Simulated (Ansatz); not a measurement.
The relaxed structure here is a generated cell of Li: the first start was made by a random draw of sites in a space group, and the end was not matched to a known phase here, so it may be hypothetical. Known forms of Li include space group No. 229.

A relaxed cell of Li (Pm-3m (No. 221)), relaxed on a k-mesh at least as fine as the one used below. Calculation: r2SCAN (plane waves to 500 eV, PAW, scalar-relativistic; Ansatz, a first-principles code). Γ-centred k-mesh 8×8×4 on the run's cell (coarser than for final values), Fermi–Dirac smearing 0.05 eV.

```yaml
crystal:
  lattice:
    - [4.16943, 0.00000, 0.00000]
    - [0.00000, 4.16943, 0.00000]
    - [0.00000, 0.00000, 8.33886]
  atoms:
    - { symbol: Li, position: [0.50000, 0.00000, 0.25000] }
    - { symbol: Li, position: [0.50000, 0.00000, 0.75000] }
    - { symbol: Li, position: [0.50000, 0.50000, 0.00000] }
    - { symbol: Li, position: [0.50000, 0.50000, 0.50000] }
    - { symbol: Li, position: [0.00000, 0.50000, 0.25000] }
    - { symbol: Li, position: [0.00000, 0.50000, 0.75000] }
```

The atoms are displaced by (Å):

| atom | ux | uy | uz |
|---|---|---|---|
| Li1 | 0.099 | 0.073 | 0.005 |
| Li2 | -0.075 | 0.045 | -0.046 |
| Li3 | 0.162 | 0.049 | 0.171 |
| Li4 | 0.080 | 0.006 | -0.032 |
| Li5 | -0.050 | 0.042 | -0.133 |
| Li6 | 0.001 | -0.133 | 0.112 |

Problem. What forces (eV/Å) and pressure result?

Solution. 
| atom | Fx | Fy | Fz |
|---|---|---|---|
| Li1 | -0.20 | -0.09 | 0.07 |
| Li2 | 0.05 | -0.25 | 0.13 |
| Li3 | -0.28 | 0.05 | -0.44 |
| Li4 | -0.06 | 0.09 | -0.01 |
| Li5 | 0.48 | 0.04 | 0.25 |
| Li6 | 0.01 | 0.17 | 0.01 |

Pressure +0.2 GPa.

No spin polarisation in the result.

The run that gave the undisplaced cell could not lose the symmetry of its start; a randomly shaken copy of 6 atoms returns to this structure.
